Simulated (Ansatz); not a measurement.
The start is a relaxed ZnO cell shaken by Gaussian noise of σ = 0.08 Å a coordinate. Cell shape, volume and atoms are optimised at zero target pressure with PBEsol (plane waves to 420 eV, PAW, scalar-relativistic; Ansatz, an electronic-structure program). The first steps use a coarse 8×8×3 k-mesh.

Starting cell:
```
CELL_PARAMETERS angstrom
      3.22238     0.00000     0.00000
     -1.61119     2.79066     0.00000
      0.00000     0.00000    10.47011
ATOMIC_POSITIONS crystal
  Zn 0.98649 0.99846 0.00558
  Zn 0.99188 0.01227 0.49863
  Zn 0.65462 0.30204 0.76479
  Zn 0.35441 0.67279 0.24944
  O  0.01445 0.99616 0.81621
  O  0.01243 0.02600 0.30440
  O  0.64011 0.36199 0.56692
  O  0.30987 0.67101 0.06917
```

Question: How much energy is released per atom?

Answer: 0.03 eV/atom.

Question: Is the parent structure recovered?

Answer: It relaxes back to the parent, P6₃mc (No. 186).

Question: Is the relaxed structure metallic? Give its gap.

Answer: 0.65 eV, direct at Γ (no spin-orbit coupling).

The end point of the relaxation:

Space group P6₃mc (No. 186); a = 3.222 Å, b = 3.222 Å, c = 10.470 Å, α = 90.00°, β = 90.00°, γ = 120.00°

```tsv
atom	site	symmetry	x	y	z
Zn	2a	3m.	0.0000	0.0000	0.0037
Zn	2b	3m.	0.3333	0.6667	0.2535
O	2a	3m.	0.0000	0.0000	0.3151
O	2b	3m.	0.3333	0.6667	0.0653
```

Final values are on a 12×12×4 k-mesh of the relaxed cell. No spin polarisation in the result.

The first start was generated by placing the elements on the sites of a structure type. A measured structure of ZnO has the same space group, P6₃mc (No. 186); the sites were not compared with it.
